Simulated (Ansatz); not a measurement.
# Fields on a plane of AlFe (CsCl type)

```xyz
2
Lattice="2.8454 0.0000 0.0000 0.0000 2.8454 0.0000 0.0000 0.0000 2.8454" Properties=species:S:1:pos:R:3 pbc="T T T"
Al     0.0000     0.0000     0.0000
Fe     1.4227     1.4227     1.4227
```

The slice is a {110} plane (indices of the conventional cell) through the point (0.500, 0.500, 0.500) (fractional), spanned by u = [100] and v = [011] in vectors of this cell: u (2.85 Å) and v (4.02 Å, at 90° to u). It covers one period; positions are fractions (u, v).

Atoms on it: Al at (0.50, 0.50); Fe at (0.00, 0.00).

Computed with PBEsol (plane waves to 420 eV, PAW, scalar-relativistic; Ansatz, a program for electronic structure). k mesh 16×16×16. These are valence fields of a PAW run, semicore shells included where kept as valence: close to a nucleus they are smooth pseudo fields. AlFe was relaxed with its symmetry unable to fall. Relaxed AlFe ends ferromagnetic. The magnetic order is the one the run started from; other orders were not tried.

```tsv
v \ u	0.00	0.12	0.24	0.35	0.47	0.59	0.71	0.82	0.94
0.88	0.55	0.46	0.23	0.23	0.45	0.36	0.18	0.35	0.53
0.75	0.18	0.22	0.35	0.49	0.52	0.51	0.43	0.27	0.19
0.62	0.46	0.50	0.46	0.14	0.03	0.05	0.32	0.51	0.47
0.50	0.52	0.51	0.26	x	x	x	0.06	0.45	0.52
0.38	0.46	0.50	0.46	0.14	0.03	0.05	0.32	0.51	0.47
0.25	0.18	0.22	0.35	0.49	0.52	0.51	0.43	0.27	0.19
0.12	0.55	0.46	0.23	0.23	0.45	0.36	0.18	0.35	0.53
0.00	x	x	0.29	0.14	0.41	0.26	0.16	0.51	x
```

Values: electron localisation function (ELF). Points within 0.5 Å of a nucleus are blanked (x), as the pseudised field means little there.

```
|@@@@%%##++--::::::::::::--++##%%@@|
|%%%%##**==--::::::::::::--==**##%%|
|####**++==--::::::::::::--==++**##|
|++++++==--::::::::::::::::--==++++|
|==------::::::::::::::::::::------|
|----::::::::::::::::::::::::::::--|
|::::::::::::::::::::::::::::::::::|
|::::::::::::::........::::::::::::|
|::::::::::......    ......::::::::|
|::::::::....            ....::::::|
|::::::::....            ....::::::|
|::::::::....            ....::::::|
|::::::::....            ....::::::|
|::::::::....            ....::::::|
|::::::::::......    ......::::::::|
|::::::::::::::........::::::::::::|
|::::::::::::::::::::::::::::::::::|
|----::::::::::::::::::::::::::::--|
|==------::::::::::::::::::::------|
|++++++==--::::::::::::::::--==++++|
|####**++==--::::::::::::--==++**##|
|%%%%##**==--::::::::::::--==**##%%|
|@@@@%%##++--::::::::::::--++##%%@@|
|@@@@%%##++--::::::::::::--++##%%@@|
```
Scale: ten equal steps from -1.19 (start of ' ') to 1.55 (end of '@'), in the order ' .:-=+*#%@'. Values: log₁₀ of the valence density in e/Å³. The map has 17 points along u (two characters each, u = 0 at the left) and 24 along v (v = 0 in the bottom row). The scale is logarithmic, as a density can span decades between atoms and voids.

The density on the Al–Fe line (2.46 Å) at its midpoint comes out as 0.32 e/Å³. The ELF at that point is 0.4.
